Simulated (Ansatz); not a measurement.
Ansatz (a first-principles code) input:

Ansatz 0.2 input:
```yaml
crystal:
  lattice:
    - [3.2825623032, 0.0, 0.0]
    - [-1.6412811516, 2.8427823441, 0.0]
    - [0.0, 0.0, 3.3169992815]
  atoms:
    - { symbol: Ta, position: [0.6666666667, 0.3333333333, 0.0] }
    - { symbol: P, position: [0.0, 0.0, 0.5] }
kpoints:
  mp_grid: { grid: [25, 25, 22] }
hamiltonian:
  xc: pbesol
  pseudopotentials: { azcp: { folder: ./paw }, kind: paw }
scf:
  occupations: { method: fermi_dirac, width: 0.1 }
elastic: { mode: relaxed_ion, stencil: two_point, amplitude: 0.005, f_tol: 0.0005 }
```

Output (shortened):

```
Pseudopotential: Ta, paw, valence charge 13
Pseudopotential: P, paw, valence charge 5
Functional definition: PBEsol
Crystal: 2 atoms, lattice volume = 30.953 Å³
Basis set: ecut = 420 eV, 623 PW (Γ), exchange–correlation on 48×48×48 points (8 copies of the dense FFT grid, shifted against one another)
Bands: 13, of which v1, the nominal top of the filled ones, is band 9 counted from 1 (8 counted from 0)
Symmetry: 12 space group operations
Space group: P-6m2 (ITA 187), of the structure as read, at distance tolerance 3.1e-5 Å
k-points: 780 of 13750 (time reversal used)
SCF 1 converged in 9 iterations: F = -10549.506549 eV  dr2 = 9.62e-15
Crystal: 2 atoms, lattice volume = 30.798 Å³
Symmetry: 4 space group operations
k-points: 2028 of 13750 (time reversal used)
SCF 2 converged in 8 iterations: F = -10549.505680 eV  dr2 = 3.47e-14
relax step   1: F+E_penalty+E_count = -10549.50568048 eV  Δ(F+E_penalty+E_count) = +0.000e0 eV  max|allowed force component| = 4.095e-2 eV/Å  Δτ_max = 0.0000 Å  (8 SCF iters, accepted)
Crystal: 2 atoms, lattice volume = 30.798 Å³
SCF 3 converged in 7 iterations: F = -10549.505743 eV  dr2 = 9.23e-15
relax step   2: F+E_penalty+E_count = -10549.50574268 eV  Δ(F+E_penalty+E_count) = -6.221e-5 eV  max|allowed force component| = 5.609e-3 eV/Å  Δτ_max = 0.0018 Å  (7 SCF iters, accepted)
Crystal: 2 atoms, lattice volume = 30.798 Å³
SCF 4 converged in 10 iterations: F = -10549.505744 eV  dr2 = 0.0
relax step   3: F+E_penalty+E_count = -10549.50574387 eV  Δ(F+E_penalty+E_count) = -1.185e-6 eV  max|allowed force component| = 1.338e-5 eV/Å  Δτ_max = 0.0002 Å  (10 SCF iters, accepted)
Crystal: 2 atoms, lattice volume = 30.798 Å³
SCF 5 converged in 11 iterations: F = -10549.505744 eV  dr2 = 6.36e-19
Crystal: 2 atoms, lattice volume = 31.108 Å³
Basis set: ecut = 420 eV, 631 PW (Γ), exchange–correlation on 48×48×48 points (8 copies of the dense FFT grid, shifted against one another)
SCF 6 converged in 8 iterations: F = -10549.505797 eV  dr2 = 3.04e-14
relax step   1: F+E_penalty+E_count = -10549.50579679 eV  Δ(F+E_penalty+E_count) = +0.000e0 eV  max|allowed force component| = 3.968e-2 eV/Å  Δτ_max = 0.0000 Å  (8 SCF iters, accepted)
Crystal: 2 atoms, lattice volume = 31.108 Å³
SCF 7 converged in 7 iterations: F = -10549.505857 eV  dr2 = 6.96e-15
relax step   2: F+E_penalty+E_count = -10549.50585717 eV  Δ(F+E_penalty+E_count) = -6.038e-5 eV  max|allowed force component| = 7.300e-4 eV/Å  Δτ_max = 0.0015 Å  (7 SCF iters, accepted)
Crystal: 2 atoms, lattice volume = 31.108 Å³
SCF 8 converged in 9 iterations: F = -10549.505857 eV  dr2 = 0.0
relax step   3: F+E_penalty+E_count = -10549.50585719 eV  Δ(F+E_penalty+E_count) = -2.050e-8 eV  max|allowed force component| = 1.699e-6 eV/Å  Δτ_max = 0.0000 Å  (9 SCF iters, accepted)
Crystal: 2 atoms, lattice volume = 31.108 Å³
SCF 9 converged in 11 iterations: F = -10549.505857 eV  dr2 = 5.20e-19
Crystal: 2 atoms, lattice volume = 30.798 Å³
SCF 10 converged in 7 iterations: F = -10549.505503 eV  dr2 = 4.26e-15
Crystal: 2 atoms, lattice volume = 31.108 Å³
Basis set: ecut = 420 eV, 635 PW (Γ), exchange–correlation on 48×48×48 points (8 copies of the dense FFT grid, shifted against one another)
SCF 11 converged in 5 iterations: F = -10549.505438 eV  dr2 = 4.04e-14
Crystal: 2 atoms, lattice volume = 30.953 Å³
Basis set: ecut = 420 eV, 629 PW (Γ), exchange–correlation on 48×48×48 points (8 copies of the dense FFT grid, shifted against one another)
Symmetry: 2 space group operations
k-points: 3588 of 13750 (time reversal used)
SCF 12 converged in 8 iterations: F = -10549.506030 eV  dr2 = 4.75e-14
relax step   1: F+E_penalty+E_count = -10549.50603038 eV  Δ(F+E_penalty+E_count) = +0.000e0 eV  max|allowed force component| = 7.897e-4 eV/Å  Δτ_max = 0.0000 Å  (8 SCF iters, accepted)
Crystal: 2 atoms, lattice volume = 30.953 Å³
SCF 13 converged in 9 iterations: F = -10549.506030 eV  dr2 = 0.0
relax step   2: F+E_penalty+E_count = -10549.50603040 eV  Δ(F+E_penalty+E_count) = -2.329e-8 eV  max|allowed force component| = 1.108e-4 eV/Å  Δτ_max = 0.0000 Å  (9 SCF iters, accepted)
Crystal: 2 atoms, lattice volume = 30.953 Å³
SCF 14 converged in 11 iterations: F = -10549.506030 eV  dr2 = 5.44e-19
Crystal: 2 atoms, lattice volume = 30.953 Å³
SCF 15 converged in 8 iterations: F = -10549.506030 eV  dr2 = 4.57e-14
relax step   1: F+E_penalty+E_count = -10549.50603038 eV  Δ(F+E_penalty+E_count) = +0.000e0 eV  max|allowed force component| = 7.897e-4 eV/Å  Δτ_max = 0.0000 Å  (8 SCF iters, accepted)
Crystal: 2 atoms, lattice volume = 30.953 Å³
SCF 16 converged in 9 iterations: F = -10549.506030 eV  dr2 = 0.0
relax step   2: F+E_penalty+E_count = -10549.50603040 eV  Δ(F+E_penalty+E_count) = -2.330e-8 eV  max|allowed force component| = 1.108e-4 eV/Å  Δτ_max = 0.0000 Å  (9 SCF iters, accepted)
Crystal: 2 atoms, lattice volume = 30.953 Å³
SCF 17 converged in 11 iterations: F = -10549.506030 eV  dr2 = 5.44e-19
SCF converged after 9 iterations
Free energy (F): -10549.506549 eV
Harris-Foulkes:  -10549.506549 eV  (|F-HF|=7.28e-12)
Internal energy: -10549.495981 eV  (E = F + TS)
E sigma→0 (E₀):  -10549.501265 eV
Entropy (-TS):   -0.010568 eV (-5.284 meV/atom)
Fermi energy:    15.895063 eV
--- Per-component energies (eV) ---
  E_band       = -102.778911
  E_kinetic    = 466.160244
  E_local      = -691.280337  (includes V_loc(G=0)·N_el)
  E_nonlocal   = 23.592837
  E_hartree    = 254.733909
  E_xc         = -393.494299
  E_vxc        = -297.854813  (∫ρ·V_xc dr)
  E_paw        = -8724.720950  (= ΣΔE_a)
  E_vpaw       = -112.864758  (= ΣTr[D̂ρ^β])
  E_aug_tail   = 0.000099  (compensation charges beyond the density's cutoff)
  E_ewald      = -1484.747292
  E_core_change = 0.259809  (= ΣΔE_core)
  E_smearing   = -0.010568  (= −TS)
  E_closure    = 0.000000  (closes the sum)
  Σ components = -10549.506549   (vs F -10549.506549, Δ=0.00e0)
--- Forces (eV/Å), atoms counted from 1 ---
  atom   1  Ta     0.00000000     0.00000000     0.00000000
  atom   2  P      0.00000000     0.00000000     0.00000000
  max |Σ_I F_I| component: 3.33e-16 eV/Å
--- Stress (GPa, compression-positive) ---
        0.050859       0.000000       0.000000
        0.000000       0.050859       0.000000
        0.000000       0.000000      -0.043134
  P = ⅓ Tr σ = 0.0195 GPa (0.195 kbar)
--- Band table (eV; the first three rows and the last of 780) ---
  k-point 0: bands = ["-51.8001", "-18.3272", "-18.1638", "-18.1638", "2.3602", "12.7248", "13.7038", "13.7038", "15.2534", "18.1834", "18.1834", "20.8123", "20.8123"]
  k-point 1: bands = ["-51.7999", "-18.3325", "-18.1634", "-18.1634", "2.3948", "12.6338", "13.7205", "13.7205", "15.2896", "18.0391", "18.0391", "20.9525", "20.9525"]
  k-point 2: bands = ["-51.7994", "-18.3479", "-18.1621", "-18.1621", "2.4978", "12.3691", "13.7696", "13.7696", "15.4052", "17.6914", "17.6914", "21.2561", "21.2591"]
  k-point 779: bands = ["-51.7732", "-18.4947", "-18.3969", "-18.3580", "5.6928", "9.9346", "10.9321", "13.1193", "15.5677", "18.8911", "19.9095", "21.1748", "21.8916"]
--- Elastic constants: 3 strain directions × 2 members + reference (group order 12) ---
  dense FFT box of the reference and of every strained cell: 24×24×24
  strains applied: 11, 33, 23; error gains …
  C = ∂σ_k/∂η_j (tension-positive GPa; Voigt order 11 22 33 23 13 12):
       309.974    123.952    169.229      0.000      0.000      0.000
       123.952    309.974    169.229      0.000      0.000      0.000
       169.119    169.119    446.438      0.000      0.000      0.000
         0.000      0.000      0.000    214.758      0.000      0.000
         0.000      0.000      0.000      0.000    214.758      0.000
         0.000      0.000      0.000      0.000      0.000     93.011
  reference stress σ⁰ (GPa):     -0.051     -0.051      0.043      0.000      0.000      0.000
  moduli (Voigt/Reuss/Hill, GPa): K = 221.22/209.94/215.58   G = 144.78/123.33/134.06   E = 333.12   ν = 0.242
  mechanically stable: yes (min eigenvalue of sym C = 93.01 GPa)
  harmonic check of the ions' relaxations: strain 23: 1 pair too noisy to judge …
  the stresses are not corrected for the forces that the relaxations left standing (`elastic.f_tol`)
  strain η (Voigt 11):  stress-route row diagonal C_11 = 309.97 GPa, energy-path curvature d²(F+E_count+ΔE)/dδ²/Ω₀ = 309.94 GPa
         δ    σ_11 (GPa)             F (eV)   n_scf  n_hpsi   n_pw
    -5.000e-3      -1.6242      -10549.5057439      11  515426    627   relax 3 steps, max|allowed force component| 1.34e-5 eV/Å
     5.000e-3       1.4755      -10549.5058572      11  516007    631   relax 3 steps, max|allowed force component| 1.70e-6 eV/Å
  strain η (Voigt 33):  stress-route row diagonal C_33 = 446.44 GPa, energy-path curvature d²(F+E_count+ΔE)/dδ²/Ω₀ = 446.41 GPa
         δ    σ_33 (GPa)             F (eV)   n_scf  n_hpsi   n_pw
    -5.000e-3      -2.2182      -10549.5055031       7  178859    624   relax 0 steps, max|allowed force component| 1.11e-16 eV/Å
     5.000e-3       2.2462      -10549.5054382       5  146710    635   relax 0 steps, max|allowed force component| 5.55e-17 eV/Å
  strain η (Voigt 23):  stress-route row diagonal C_44 = 214.76 GPa, energy-path curvature d²(F+E_count+ΔE)/dδ²/Ω₀ = 214.78 GPa
         δ    σ_23 (GPa)             F (eV)   n_scf  n_hpsi   n_pw
    -5.000e-3      -1.0738      -10549.5060304      11  912987    629   relax 2 steps, max|allowed force component| 1.11e-4 eV/Å
     5.000e-3       1.0738      -10549.5060304      11  912920    629   relax 2 steps, max|allowed force component| 1.11e-4 eV/Å
```

Cost: very roughly 23 core-minutes on shared cores.

The workflow started from a Materials Project entry (that database holds measured and hypothetical structures alike); the Crystallography Open Database copy checked does not list it. COD files the formula under space group No. 141. Its standing as an ambient phase is unchecked. Symmetry was held in the PBEsol relaxation; whether a distortion lowers the energy is not shown. The run is not spin-polarised. As this level gives no gap, shear constants depend on the k-mesh and smearing (Fermi–Dirac, 0.1 eV here). Spin–orbit coupling is left out wherever it is not named.

Potentials: the earlier of the program's two PAW sets. The files were generated under PBE; for other functionals the program regenerates the frozen cores, and for LDA and PBEsol the local potential too.

Ansatz is a plane-wave DFT program.
